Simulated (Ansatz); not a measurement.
PbS:
```xyz
4
Lattice="5.1008 0.0000 0.0000 0.0000 5.1008 0.0000 0.0000 0.0000 4.1270" Properties=species:S:1:pos:R:3 pbc="T T T"
Pb     2.5504     0.0000     1.2548
Pb     0.0000     2.5504     2.8722
S      0.0000     0.0000     0.0000
S      2.5504     2.5504     0.0000
```

Relaxed with r²SCAN+D4.

Problem. Map the electron localisation function on the plane through (0.500, 0.000, 0.304) spanned by u = [1, 0, 0] and v = [0, 0, 1] in lattice vectors, from the program Ansatz at the r²SCAN+D4 level (PAW).

Solution. x is the fraction of u, y of v (the angle between them is 90°; rows are the nearest grid lines); atoms in the plane: Pb at (0.00, 0.00), S at (0.50, 0.70).
```
|000244322467888764223442000|
|001344223689999986322443100|
|012443235899999998532344210|
|234442247999999999742244432|
|454432368998656899863234454|
|444322479996101699974223444|
|332212589983000389985212233|
|211112589983000389985211112|
|100013689996212699986310001|
|000012579998767899975210000|
|000001468999999999864100000|
|000001257899999998752100000|
|111000125788999887521000111|
|433210012467888764210012334|
|555431000134555431000134555|
|555543100011222110001345555|
|555554210000000000012455555|
|555554420000000000024455555|
|234555421000000000124555432|
|002455421112222211124554200|
|000355321235666532123553000|
|000244322467888764223442000|
```
Scale: ten equal steps from 0.001 (start of '0') to 0.874 (end of '9'), in the order '0123456789'; x runs from 0.000 to 1.00, y from 0.000 (bottom) to 1.00 (top).

The density is the valence pseudo-density with augmentation charge, so density and ELF within about 1 Å of a nucleus are not all-electron values.

Space group P4/nmm. The start of the workflow was typed in or built on a structure type; neither database checked (COD, Materials Project) lists it. It is not the phase usual at ambient conditions (space group No. 225). The r²SCAN+D4 relaxation kept the symmetry of its start. At this level the phase is mechanically unstable. The volume moved by -18 % from the start of the relaxation. Spin–orbit coupling is left out wherever it is not named.

Potentials: the earlier of the program's two PAW sets.
